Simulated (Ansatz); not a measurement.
Values for one crystal, relaxed and computed with DFT-PBEsol in the program Ansatz with PAW potentials; other levels are named.

| Property | Result |
|---|---|
| Volume per atom | 14.30 Å³ |
| Electronic character | metallic (no gap) |
| Debye temperature from the elastic constants | 549 K |
| Bulk modulus (Birch–Murnaghan fit) | 195 GPa |
| Formation energy from the elements (no fitted shifts) | -0.58 eV/atom |
| Highest zone-centre frequency | 411 cm⁻¹ |
| Gap with spin–orbit coupling | none (metallic) |

**Question.** Which compound is it?
(A) CoSi, P-6m2 (Co on 1a, Si on 1f)
(B) CoSi2, fluorite or antifluorite type
(C) SrSi2, I4_1/amd (Sr on 4a, Si on 8e)
(D) TaSi2, P6_222 (Si on 6j, Ta on 3d)

**Answer.** D, TaSi2, P6_222 (Si on 6j, Ta on 3d)

The cell was relaxed with PBEsol under the symmetry of its start. The run is not spin-polarised. As this level gives no gap, shear constants depend on the k-mesh and smearing (Fermi–Dirac, 0.1 eV here). As this level gives no gap, phonon frequencies hold no LO–TO term and depend on the k-mesh and smearing (Fermi–Dirac, 0.1 eV here). On the denser mesh and wider smearing of the elastic run this cell carries a stress of 0.4 GPa. The references are the lowest solids computed at this level, not always the standard phases. Spin–orbit coupling is left out wherever it is not named.

Potentials: the later of the program's two PAW sets.
